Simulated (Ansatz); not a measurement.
A relaxation computed with Ansatz, from input to last step.

```yaml
crystal:
  lattice:
    - [-1.9246858581, 1.9246858581, 6.6844175122]
    - [1.9246858581, -1.9246858581, 6.6844175122]
    - [1.9246858581, 1.9246858581, -6.6844175122]
  atoms:
    - { symbol: Rb, position: [0.0, 0.0, 0.0] }
    - { symbol: P, position: [0.3436247551, 0.3436247551, 0.0] }
    - { symbol: P, position: [0.6563752449, 0.6563752449, 0.0] }
    - { symbol: Rh, position: [0.75, 0.25, 0.5] }
    - { symbol: Rh, position: [0.25, 0.75, 0.5] }
basis:
  ecutwfc: 500
kpoints:
  mp_grid: { grid: [12, 12, 12] }
hamiltonian:
  xc: r2scan
scf:
  occupations: { method: gaussian, width: 0.1 }
output:
  forces: true
  stress: true
  eigenvalues: true
relax:
  adjacent_minimum: "off"
  f_tol: 0.01
  max_steps: 30
  cell: { stress_tol: 0.1, fix: [volume] }
```

```bash
ansatz run input.yaml --threads 1 --pin off --max-ram 2560MiB --backend cpu --events-out ev --progress --plain --runs-dir out
```

Method: Ansatz 0.2.0, DFT r2SCAN, scalar-relativistic, plane waves, PAW.

The volume is held at 0.94 times that of the relaxed cell.

Of 4 frames 3 are shown, positions in Å and forces in eV/Å; the SCF threshold varies from step to step. Steps run on the plane waves of an earlier cell, with a Pulay correction in the pressure. The basis is chosen afresh for the last frame, the zero of the energies, and at times for earlier ones too; energy and pressure step there, also at an unchanged geometry.

```xyz
5
Lattice="-1.9247 1.9247 6.6844 1.9247 -1.9247 6.6844 1.9247 1.9247 -6.6844" Properties=species:S:1:pos:R:3:forces:R:3 pbc="T T T" step=1 free_energy_over_end_meV_per_atom=3.91 pressure_GPa=5.84
Rb    0.0000    0.0000    0.0000    0.0000    0.0000    0.0000
P     0.0000    0.0000    4.5939    0.0000    0.0000    0.5249
P     0.0000    0.0000    8.7750    0.0000    0.0000   -0.5249
Rh    0.0000    1.9247    3.3422    0.0000    0.0000    0.0000
Rh    1.9247    0.0000    3.3422    0.0000    0.0000    0.0000
5
Lattice="-1.9337 1.9337 6.6222 1.9337 -1.9337 6.6222 1.9337 1.9337 -6.6222" Properties=species:S:1:pos:R:3:forces:R:3 pbc="T T T" step=2 free_energy_over_end_meV_per_atom=0.06 pressure_GPa=4.05
Rb    0.0000    0.0000    0.0000    0.0000    0.0000    0.0000
P     0.0000    0.0000    4.5777    0.0000    0.0000    0.0503
P     0.0000    0.0000    8.6668    0.0000    0.0000   -0.0503
Rh    0.0000    1.9337    3.3111    0.0000    0.0000    0.0000
Rh    1.9337    0.0000    3.3111    0.0000    0.0000    0.0000
5
Lattice="-1.9355 1.9355 6.6099 1.9355 -1.9355 6.6099 1.9355 1.9355 -6.6099" Properties=species:S:1:pos:R:3:forces:R:3 pbc="T T T" step=4 free_energy_over_end_meV_per_atom=0.00 pressure_GPa=3.82
Rb    0.0000    0.0000    0.0000    0.0000    0.0000    0.0000
P     0.0000    0.0000    4.5721    0.0000    0.0000    0.0037
P     0.0000    0.0000    8.6478    0.0000    0.0000   -0.0037
Rh    0.0000    1.9355    3.3050    0.0000    0.0000    0.0000
Rh    1.9355    0.0000    3.3050    0.0000    0.0000    0.0000
```

Time: 4.6 min on 1 thread of Arm Neoverse V1, on a shared host, peak memory 0.91 GiB.